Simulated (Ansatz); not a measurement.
The calculation used DFT PBE, scalar-relativistic, plane waves, PAW (Ansatz). Settings: cutoff 420 eV, Γ-centred meshes spaced at most about 0.3 Å⁻¹, and about 0.25 Å⁻¹ or finer for metals (2π included), Gaussian smearing. Collinear spin in cells that started with moments and kept them past the coarse steps, no spin elsewhere.

All energies are static (0 K, no zero-point motion).

Two relaxed structures of BaO3:

A. (site moments O 0.4 (×2) μB)

Space group Cmmm (No. 65). a = 5.977 Å, b = 6.530 Å, c = 4.519 Å, α = 90.00°, β = 90.00°, γ = 90.00°
```tsv
atom	site	symmetry	x	y	z
Ba	2d	mmm	0.0000	0.0000	0.5000
O	4l	mm2	0.5000	0.0000	0.3543
O	2a	mmm	0.0000	0.0000	0.0000
```

B. (site moments O 0.1, 0.4 (×2) μB)

Space group P4/mmm (No. 123). a = 4.374 Å, b = 4.374 Å, c = 4.517 Å, α = 90.00°, β = 90.00°, γ = 90.00°
```
atom  site  symmetry       x       y       z
  Ba    1a     4/mmm  0.0000  0.0000  0.0000
   O    1b     4/mmm  0.0000  0.0000  0.5000
   O    2h       4mm  0.5000  0.5000  0.1460
```

**Question.** Which form is favoured at zero pressure, and by what margin per atom?

**Answer.** They are level within the accuracy (5 meV/atom apart, with A the lower in these runs). A has space group Cmmm (No. 65), 22.0 Å³/atom and no gap on its mesh; B has space group P4/mmm (No. 123), 21.6 Å³/atom and no gap. Counting O atoms around Ba (those within 1.25 times the shortest such distance or 1.15 times the sum of covalent radii; a plus sign parts nearer from farther groups), A has Ba 2+4 and B has Ba 2+8. A and B both hold O–O pairs. In A, Ba is surrounded by 2 O at 2.26 Å and 4 O at 3.06 Å; O on a site of symmetry mm2 is surrounded by 1 O at 1.32 Å and 2 Ba at 3.06 Å; around O on a site of symmetry mmm lie 2 Ba at 2.26 Å. In B, Ba is surrounded by 2 O at 2.26 Å and 8 O at 3.16 Å; O on a site of symmetry 4/mmm has 2 Ba at 2.26 Å; O on a site of symmetry 4mm is surrounded by 1 O at 1.32 Å. Both come from invented guesses.

For metals, differences of a few meV/atom aren't resolved. The magnetic state reached may not be the lowest. Cells relaxed within their symmetry can be saddle points. Some candidate types were left out of the draw beforehand, so a known form may be missing.
